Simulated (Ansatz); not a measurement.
Mo2P2O11 in space group P2_1/m (No. 11; Pearson symbol mP30), PBE (plane waves, PAW; program Ansatz), all energies at zero smearing, with the estimated change up to a 700 eV cutoff added, with one set of potentials and settings (totals compare only within such a set). Cell of 30 atoms (4 Mo, 4 P, 22 O): -35336.992 eV.

```json
[
 {"element": "Mo", "reference phase": "Im-3m, 1 atoms in the cell", "E (eV/atom)": "-4956.0212"},
 {"element": "P", "reference phase": "Cmce, 4 atoms in the cell", "E (eV/atom)": "-755.6743"},
 {"element": "O", "reference phase": "C2/m, 4 atoms in the cell, spin-polarised", "E (eV/atom)": "-565.0000"}
]
```

Formation energy per atom, worked out: (-35336.992 − 4×(-4956.0212) − 4×(-755.6743) − 22×(-565.0000))/30 = -2.007 eV/atom (-194 kJ per mol of atoms), at 0 K, without zero-point energy or fitted corrections.

The workflow started from a Materials Project entry (that database holds measured and hypothetical structures alike); the Crystallography Open Database copy checked does not list it. COD files the formula under space group No. 62, so this cell is another polymorph or a model. Its standing as an ambient phase is unchecked. The cell was relaxed with PBE under the symmetry of its start; its stability against distortions is not shown here. No spin polarisation was allowed. No Hubbard U is applied. The references are the lowest solids computed at this level, not always the standard phases (solids in place of the gases).

Potentials: the later of the program's two PAW sets.
